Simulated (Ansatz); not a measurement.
ScAl3 in space group I4/mmm (No. 139; Sc on 2a, Al on 4d, Al on 2b) at seven volumes, DFT-LDA in the program Ansatz with PAW potentials, shape and atoms relaxed at each. One row is withheld.

```json
[
 {"V (Å³/atom)": "15.395", "P (GPa)": "10.41"},
 {"V (Å³/atom)": "15.903", "P (GPa)": "6.40"},
 {"V (Å³/atom)": "16.410", "P (GPa)": "2.96"},
 {"V (Å³/atom)": "16.918", "P (GPa)": "0.00"},
 {"V (Å³/atom)": "17.425", "P (GPa)": "-2.54"},
 {"V (Å³/atom)": "17.933", "P (GPa)": "?"},
 {"V (Å³/atom)": "18.440", "P (GPa)": "-6.59"}
]
```

**Question.** Fit the shown pressures and predict the withheld one.

**Answer.** Third-order Birch–Murnaghan: P = (3/2)B₀(x^(7/2) − x^(5/2))[1 + (3/4)(B′ − 4)(x − 1)] with x = (V₀/V)^(2/3). Least squares on the six rows gives V₀ = 16.918 Å³/atom, B₀ = 91.14 GPa, B′ = 4.05. At V = 17.933, x = 0.9619 and P = -4.72 GPa. The run itself gave -4.72 GPa.

The first step of the workflow began from a Materials Project structure, measured or hypothetical; the Crystallography Open Database copy checked does not list it. Whether it is the stable phase at ambient conditions was not checked. Symmetry was held in the LDA relaxation; whether a distortion lowers the energy is not shown. The run is not spin-polarised.

Potentials: the later of the program's two PAW sets.
